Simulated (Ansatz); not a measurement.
Ga2O3:
```yaml
crystal:
  lattice:
    - [6.12788, 1.51957, 0.00000]
    - [-6.12788, 1.51957, 0.00000]
    - [-1.38638, 0.00000, 5.64031]
  atoms:
    - { symbol: Ga, position: [0.90949, 0.09051, 0.70523] }
    - { symbol: Ga, position: [0.09051, 0.90949, 0.29477] }
    - { symbol: Ga, position: [0.65873, 0.34127, 0.81445] }
    - { symbol: Ga, position: [0.34127, 0.65873, 0.18555] }
    - { symbol: O, position: [0.82666, 0.17334, 0.93649] }
    - { symbol: O, position: [0.17334, 0.82666, 0.06351] }
    - { symbol: O, position: [0.83577, 0.16423, 0.39086] }
    - { symbol: O, position: [0.16423, 0.83577, 0.60914] }
    - { symbol: O, position: [0.49629, 0.50371, 0.75623] }
    - { symbol: O, position: [0.50371, 0.49629, 0.24377] }
```

Tensor components refer to the Cartesian frame of this cell.

Q: Give the high-frequency dielectric tensor and the Born effective charge tensors of the independent atoms from DFPT, plane-wave PAW r²SCAN (Ansatz code).

A: 
ε∞:
```
3.70  0.00  0.00
0.00  3.82  0.00
0.00  0.00  3.80
```
Z* of atom 1 (Ga), rows: field, columns: displacement, in e:
```
 2.74   0.00  -0.27
 0.00   2.89   0.00
-0.16   0.00   3.06
```
Z* of atom 3 (Ga), rows: field, columns: displacement, in e:
```
3.25  0.00  0.32
0.00  3.44  0.00
0.18  0.00  3.14
```
Z* of atom 5 (O), rows: field, columns: displacement, in e:
```
-2.25   0.00   0.21
 0.00  -1.97   0.00
 0.23   0.00  -2.30
```
Z* of atom 7 (O), rows: field, columns: displacement, in e:
```
-1.47   0.00  -0.06
 0.00  -2.11   0.00
-0.03   0.00  -2.49
```
Z* of atom 9 (O), rows: field, columns: displacement, in e:
```
-2.27   0.00  -0.20
 0.00  -2.26   0.00
-0.22   0.00  -1.41
```

Static charges for comparison (Bader): Ga1 +1.95, Ga3 +2.02, O5 -1.33, O7 -1.32, O9 -1.32 e. Born charges measure polarisation by displacement and can exceed these by far.

Space group C2/m. The r²SCAN relaxation kept the symmetry of its start. Scalar-relativistic: spin–orbit coupling is off unless named, which matters more the heavier the elements.

Potentials: the later of the program's two PAW sets.
